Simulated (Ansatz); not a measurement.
Structures of NaTe$_{3}$As: which is lowest?

Plane-wave DFT in Ansatz with scalar-relativistic PAW potentials, cutoff 420 eV, Γ-centred meshes chosen by cell and gap, Gaussian smearing with energies taken to zero width. Every cell was relaxed (cell and atoms) in a run of its own, within the symmetry of its start. Functional: PBE.

Relaxed structures (starts from databases or built by putting these elements on another compound's sites):
A. Pm-3m, 5 atoms in the computed cell, a = 5.557 Å; sites (symmetry × multiplicity) Na m-3m × 1, Te 4/mm.m × 3, As m-3m × 1; start: built
B. R-3c, 10 atoms in the computed cell, a = 8.526 Å, c = 13.962 Å; sites (symmetry × multiplicity) Na 32 × 6, Te .2 × 18, As -3. × 6; start: built

Q: Rank them by energy. Could pressure change the order?

A:
```csv
structure,group,E − E(lowest) (meV/atom),V (Å³/atom),gap on mesh (eV)
B,R-3c,0.0,29.30,0.00
A,Pm-3m,170,34.32,0.00
```

B is lowest, 170 meV/atom under A. The lowest is also the densest of these, so pressure wouldn't bring one of the others in at first order. Other structures may lie lower than all of these, and vibrations aren't counted.

Spin-orbit coupling is left out, which matters for the bands of heavy elements.